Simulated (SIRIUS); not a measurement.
Set-up for a self-consistent single point of SnO₂ (Pnnm, 6 atoms in the cell; from Materials Project mp-550172, changed as shown).

```
SnO2
1.0
    4.67629     0.00000     0.00000
    0.00000     4.75303     0.00000
    0.00000     0.00000     3.16528
Sn O
2 4
Direct
  0.50000   0.50000   0.50000
  0.00000   0.00000   0.00000
  0.29185   0.32104   0.00000
  0.70815   0.67896   0.00000
  0.79185   0.17896   0.50000
  0.20815   0.82104   0.50000
```

All values come from this method and carry its errors: LDA (PW92), GBRV LDA ultrasoft pseudopotentials (plane waves; SIRIUS).

SIRIUS settings:

```
key                                                                   value
--------------------------------------  -----------------------------------
parameters.ngridk                                                     4 4 6
parameters.xc_functionals                           [XC_LDA_X, XC_LDA_C_PW]
parameters.gk_cutoff                                           6.325 1/bohr
parameters.pw_cutoff                                          14.143 1/bohr
parameters.smearing                                             fermi_dirac
parameters.smearing_width                                    0.000367493 Ha
potentials                              GBRV LDA ultrasoft pseudopotentials
parameters.electronic_structure_method                      pseudopotential
parameters.num_bands                                                     31
parameters.num_mag_dims                                                   0
parameters.num_dft_iter                                                 100
parameters.energy_tol                                              1e-07 Ha
parameters.density_tol                                                1e-06
mixer.type                                                         anderson
mixer.beta                                                              0.5
mixer.use_hartree                                                     false
```

Results:

- Number of valence electrons: 52
- Number of bands: 31
- Number of k-points after the program's reduction: 36
- Number of plane waves (most at a k-point): 2060
- Number of SCF iterations: 26
- FFT grid: 45 × 45 × 30
- Free energy E − TS: -6083.7511 eV
- Gap on the k-point mesh: 1.42 eV
- Pressure: 2.97 GPa
- Largest force (vector length): 0.146 eV/Å

Forces (eV/Å):
```
atom      Fx      Fy     Fz
----  ------  ------  -----
Sn1    0.000   0.000  0.000
Sn2    0.000   0.000  0.000
O3    -0.072  -0.128  0.000
O4     0.072   0.128  0.000
O5    -0.072   0.128  0.000
O6     0.072  -0.128  0.000
```

Stress (GPa, positive for compression):
```
2.32  0.00  0.00
0.00  1.98  0.00
0.00  0.00  4.62
```

Gaps are taken between levels on the mesh.

For comparison: a first run was changed to give this one (lattice scaled by 0.98), and from it to this one the free energy drops by 15.1 meV/atom, the pressure goes from -9.08 to 2.97 GPa, the largest force goes from 0.132 to 0.146 eV/Å and the gap on the mesh goes from 0.785 to 1.417 eV.

The structure comes from a collection of computed structures, made at another level of theory; the collection holds predicted forms beside known ones. Its lattice was then scaled.

Cost on one core: about 40 core-seconds (a rough figure).
